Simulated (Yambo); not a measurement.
G0W0@PBEsol for NbNO (space group P2_1/c, No. 14) in Yambo (2×2×2 mesh, 8 Ry block, plasmon pole, screening fixed), without a terminator:

```
bands N in G  gap Γ → (-0.5, 0, 0) (eV)  shift of the valence edge (eV)
------------  -------------------------  ------------------------------
114                               2.295                           0.798
180                               2.221                           0.453
268                               2.196                           0.261
```

Problem. Extrapolate both columns to infinite N with E(N) = E∞ + A/N, test the form, and compare with the terminator.

Solution. From two points, E∞ = (N2 E2 − N1 E1)/(N2 − N1). The two largest N give 2.14 eV for the gap and -0.13 eV for the shift; the two smallest give 2.09 eV and -0.14 eV. For the gap the slopes A are 23 and 14 eV: the form isn't reached, and its limit is uncertain. For the shift the slopes A are 110 and 110 eV: the 1/N form holds. With the Bruneval-Gonze terminator and 268 bands the run gives 2.21 eV and 0.05 eV, 0.07 eV and 0.18 eV from the extrapolated values: the terminator too is an estimate of the remainder. Block, mesh and the bands in W are held fixed.

Spin-orbit coupling is not included.

Geometry of the Materials Project entry, not relaxed at this level; primitive cell a = 5.0254 Å, b = 5.0841 Å, c = 5.2446 Å, α = γ = 90.00°, β = 99.62°.

A shift is the quasiparticle energy of the state minus its PBEsol energy.
